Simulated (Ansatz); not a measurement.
## Field gradients of BN from run to run

Cell of run 1: an entry of the Crystallography Open Database (COD) (the entry's cell lengths or inner coordinates differ somewhat from later room-temperature determinations), atoms as given.

```
B N
1.0
     2.49824    0.00000    0.00000
    -1.24912    2.16354    0.00000
     0.00000    0.00000    6.63570
B N
2 2
Direct
  0.33333 0.66667 0.25000
  0.66667 0.33333 0.75000
  0.33333 0.66667 0.75000
  0.66667 0.33333 0.25000
```

Atoms are numbered from 1 in the order listed; like atoms form one site, named after its first atom.

Relaxed positions (PBE, cell held):

```
CELL_PARAMETERS angstrom
2.49824 0.00000 0.00000
-1.24912 2.16354 0.00000
0.00000 0.00000 6.63570
ATOMIC_POSITIONS crystal
B 0.33333 0.66667 0.25000
B 0.66667 0.33333 0.75000
N 0.33333 0.66667 0.75000
N 0.66667 0.33333 0.25000
```

All runs are DFT with Ansatz 0.2.0 (plane waves and PAW, scalar-relativistic unless spin–orbit coupling is named, Γ-centred meshes, Fermi–Dirac smearing where given) in this cell.

Run 1: PBE, atoms as given; 420 eV, 14×14×5 k-points, smearing 0.02 eV.
Run 2: r2SCAN, at the relaxed atoms; 500 eV, 14×14×5 k-points, smearing 0.02 eV.
Run 3: LDA, at the relaxed atoms; 420 eV, 14×14×5 k-points, smearing 0.02 eV.

```csv
run,B V_zz (η),N V_zz (η)
1,2.83 (0.00),-0.26 (0.00)
2,?,?
3,2.86 (0.00),0.14 (0.00)
```

V_zz in 10²¹ V/m².

Task: Estimate the row of run 2.

Result: B: 2.96 (0.00); N: -0.32 (0.00). It lies nearest to run 1, from whose tensors on these sites it differs by 0.13 at most (largest principal value of the difference, on B).

The cell isn't the equilibrium one in run 1 (calculated pressure 5 GPa), and the entry's cell may itself be off.
